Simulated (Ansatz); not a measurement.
# Structures of ZnS: which is lowest?

Plane-wave DFT in Ansatz with scalar-relativistic PAW potentials, cutoff 420 eV, Γ-centred meshes chosen by cell and gap, Gaussian smearing with energies taken to zero width. Every cell was relaxed (cell and atoms) in a run of its own, within the symmetry of its start. Functional: LDA.

Relaxed structures (starts from databases or built by putting these elements on another compound's sites):
A. P6_3mc, 4 atoms in the computed cell, a = 3.738 Å, c = 6.143 Å; sites (symmetry × multiplicity) Zn 3m. × 2, S 3m. × 2; start: database
B. F-43m, 2 atoms in the computed cell, a = 5.297 Å; sites (symmetry × multiplicity) Zn -43m × 4, S -43m × 4; start: database

Q: Rank them by energy. Could pressure change the order?

A:
```csv
structure,group,E − E(lowest) (meV/atom),V (Å³/atom),gap on mesh (eV)
B,F-43m,0.0,18.58,2.13
A,P6_3mc,3.2,18.59,2.19
```

B is lowest, 3 meV/atom under A. The two lowest differ in volume by under 3 %, too little for a first-order estimate of what pressure does to that pair (other pairs aren't weighed here); with rigid cells even 3 % in favour of the higher one would need about 1 GPa. Other structures may lie lower than all of these, and vibrations aren't counted.